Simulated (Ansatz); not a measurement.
BeTe:
Space group P6₃mc (No. 186); a = b = 3.912 Å, c = 6.463 Å, α = β = 90.00°, γ = 120.00°

```csv
atom,site,symmetry,x,y,z
Be,2b,3m.,0.3333,0.6667,0.0008
Te,2b,3m.,0.3333,0.6667,0.3742
```

Relaxed at zero pressure with LDA in the plane-wave PAW code Ansatz.

The volume is raised by 9 % and shape and atoms relax at that volume. What pressure results, and how do the axes share the change?

-4.6 GPa; a 3.0 %, b 3.0 %, c 2.8 %; the energy rises by 30 meV/atom.

Give the new structure.


Space group P6₃mc (No. 186); a = 4.0276 Å, b = 4.0276 Å, c = 6.6450 Å, α = 90.00°, β = 90.00°, γ = 120.00°

```csv
atom,site,symmetry,x,y,z
Be,2b,3m.,0.3333,0.6667,0.0005
Te,2b,3m.,0.3333,0.6667,0.3745
```

The phase is kept; no other phase was compared at this pressure.

Space group P6_3mc (wurtzite). The first step of the workflow began from a Materials Project structure, measured or hypothetical; the Crystallography Open Database copy checked does not list it. COD files the formula under space group No. 216, so this cell is another polymorph or a model. Whether it is the stable phase at ambient conditions was not checked. The LDA relaxation kept the symmetry of its start; of distortions, only those at the zone centre were tested. Spin–orbit coupling is left out wherever it is not named.

Potentials: the later of the program's two PAW sets.
